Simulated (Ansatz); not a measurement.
Fe (bcc, W type)

```xyz
1
Lattice="-1.3935 1.3935 1.3935 1.3935 -1.3935 1.3935 1.3935 1.3935 -1.3935" Properties=species:S:1:pos:R:3 pbc="T T T"
Fe     0.0000     0.0000     0.0000
```

The volume is varied about the relaxed value V₀ at fixed cell shape. Symmetry pins the atoms to their sites.

All values below come from PBEsol (plane waves to 420 eV, PAW, scalar-relativistic; Ansatz, an electronic-structure program). k mesh 23×23×23 (Γ-centred), Fermi-Dirac smearing 0.05 eV. The energy includes the smearing's −TS. Fe was relaxed with its symmetry unable to fall. Relaxed Fe ends ferromagnetic. Other magnetic orders were not checked, so this need not be the ground state. ΔE is measured from the relaxed starting cell. The last digit holds for this mesh only.

| V (Å³/atom) | ΔE (meV/atom) |
|---|---|
| 9.092 | 271.4 |
| 9.381 | 177.9 |
| 9.669 | 107.2 |
| 9.958 | 56.5 |
| 10.247 | 23.4 |
| 10.535 | 5.4 |
| 10.824 | 0.0 |
| 11.112 | 4.9 |
| 11.401 | 19.0 |
| 11.690 | 41.4 |
| 11.978 | 70.5 |
| 12.267 | 105.2 |
| 12.556 | 143.4 |

Question: What is the fitted pressure derivative B₀′?

Answer: 4.9.

Question: What bulk modulus B₀ follows from a third-order Birch-Murnaghan fit?

Answer: 223 GPa. Check by three points about V = 10.824 Å³/atom, step 0.577: d²E/dV² ≈ (23 − 2·0 + 19) meV / 0.577² = 0.126 eV/Å⁶, and V·d²E/dV² × 160.2 = 219 GPa.

(A scan under strain: stresses follow from slopes of the energy per volume, elastic moduli from its curvatures.)
